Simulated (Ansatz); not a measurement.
Below is a relaxed structure of InSe₈. The cell was found from a structure generator's guess, not taken from experiment.

The calculation used DFT PBE+D3(BJ), scalar-relativistic, plane waves, PAW (Ansatz 0.2.0). Cutoff 420 eV, Γ-centred mesh, Gaussian smearing, no spin polarisation.

```yaml
crystal:
  lattice:
    - [7.21007, 0.00000, 0.00000]
    - [-3.60504, 6.24411, 0.00000]
    - [0.00000, 0.00000, 4.74599]
  atoms:
    - { symbol: In, position: [0.00000, 0.00000, 0.50000] }
    - { symbol: Se, position: [0.35886, 0.17943, 0.14567] }
    - { symbol: Se, position: [0.33333, 0.66667, 0.43064] }
    - { symbol: Se, position: [0.82057, 0.17943, 0.14567] }
    - { symbol: Se, position: [0.82057, 0.64114, 0.14567] }
    - { symbol: Se, position: [0.17943, 0.35886, 0.85433] }
    - { symbol: Se, position: [0.17943, 0.82057, 0.85433] }
    - { symbol: Se, position: [0.66667, 0.33333, 0.56936] }
    - { symbol: Se, position: [0.64114, 0.82057, 0.85433] }
```

Energies over the elements count from the elements' standard structures at the same level, with no fitted energy shifts.

Problem. What space group does it have?

Solution. P-3m1 (No. 164). Conventional cell: a = 7.210 Å, c = 4.746 Å. Around In lie 6 Se at 2.80 Å; Se on a site of symmetry m is surrounded by 3 Se at 2.63–2.78 Å and 1 In at 2.80 Å; Se on a site of symmetry 3m is surrounded by 3 Se at 2.78 Å.

Problem. What is its formation energy per atom?

Solution. +0.15 eV/atom. The separate elements lie lower, so it is unstable against them.

Problem. Is it a metal?

Solution. Yes, bands cross the Fermi level on the 6×6×8 mesh.

The last run used a 6×6×8 mesh (in the run's order of axes) for its 9-atom cell and Gaussian smearing of 0.10 eV. An odd number of electrons in the primitive cell allows no gap without spin; a larger cell or a magnetic state could open one. A structure relaxed within its symmetry needn't be a true minimum.
